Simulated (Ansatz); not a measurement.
Method: Ansatz 0.2.0, DFT PBE, scalar-relativistic, plane waves, PAW. All cells share a 420 eV cutoff and Γ-centred k meshes spaced at most about 0.3 Å⁻¹ (about 0.25 or finer for metals, 2π included). No spin polarisation in the final relaxations.

These are static total energies at zero pressure. All come from trial cells, and lower structures may exist.

Question: Order these relaxed structures of Sn2Se by energy, lowest first, with the energy over the lowest of them.
A.

```
CELL_PARAMETERS angstrom
4.26451 0.00000 0.00000
0.00000 4.26451 0.00000
0.00000 0.00000 9.27911
ATOMIC_POSITIONS crystal
Sn 0.50000 0.00000 0.66925
Sn 0.00000 0.50000 0.33075
Sn 0.50000 0.00000 0.02674
Sn 0.00000 0.50000 0.97326
Se 0.50000 0.00000 0.36029
Se 0.00000 0.50000 0.63971
```

B.

```
CELL_PARAMETERS angstrom
5.60551 0.00000 0.00000
-2.80275 4.85451 0.00000
0.00000 0.00000 2.95809
ATOMIC_POSITIONS crystal
Sn 0.33333 0.66667 0.00000
Sn 0.66667 0.33333 0.00000
Se 0.00000 0.00000 0.00000
```

C.

```
CELL_PARAMETERS angstrom
3.24841 0.00000 0.00000
-1.62420 2.81320 0.00000
0.00000 0.00000 8.87827
ATOMIC_POSITIONS crystal
Sn 0.00000 0.00000 0.81791
Sn 0.00000 0.00000 0.18209
Se 0.00000 0.00000 0.50000
```

D.

```
CELL_PARAMETERS angstrom
5.00513 0.00000 0.00000
-2.50257 4.33457 0.00000
0.00000 0.00000 3.77414
ATOMIC_POSITIONS crystal
Sn 0.33333 0.66667 0.50000
Sn 0.66667 0.33333 0.50000
Se 0.00000 0.00000 0.00000
```

Answer: A (0 meV/atom), B (244 meV/atom), C (323 meV/atom), D (343 meV/atom). Forms: A P4/nmm; B P6/mmm; C P6/mmm; D P6/mmm. Counting Se atoms around Sn (those within 1.25 times the shortest such distance or 1.15 times the sum of covalent radii; the shortest distance is added where it is long for a bond; a slash parts the counts of unlike sites): A has Sn 1 from 3.1 Å/5; B has Sn 3 from 3.2 Å; C has Sn 1; D has Sn 6 from 3.5 Å.

Cells relaxed within their symmetry can be saddle points. Some structure types and database cells were kept out of the candidates from the start, so a known form may be missing.
